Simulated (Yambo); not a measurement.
G0W0@PBEsol for AgBr (rock salt, space group Fm-3m, No. 225) in Yambo. Reference settings: 4×4×4 Γ-centred k mesh, bands 5 to 114 and a 10 Ry block in the screening, 114 bands in G with the Bruneval-Gonze terminator, plasmon pole fitted at 27.2 eV. The PBEsol gap L → Γ on this mesh is 0.50 eV; G0W0 gaps are taken between the same points.

The settings were changed. The gap went from 1.78 eV to 1.64 eV, and the shift of the valence edge from -0.90 eV to -0.68 eV.

Question: Name the change that produced these shifts.
A. 2×2×2 mesh
B. 27 bands in W, 27 bands in G, 4 Ry block
C. 4 Ry block, no terminator
D. 27 bands in W, 27 bands in G, 2 Ry block

Answer: C, 4 Ry block, no terminator. The others gave (gap, valence shift): 2×2×2 mesh: 1.84, -0.82 eV; 27 bands in W, 27 bands in G, 2 Ry block: 2.09, -0.64 eV; 27 bands in W, 27 bands in G, 4 Ry block: 2.03, -0.56 eV.

Spin-orbit coupling is not included.

Geometry relaxed with PBEsol; primitive cell a = 4.0128 Å, b = 4.0128 Å, c = 4.0128 Å, α = 60.00°, β = 60.00°, γ = 60.00°.

A shift is the quasiparticle energy of the state minus its PBEsol energy.
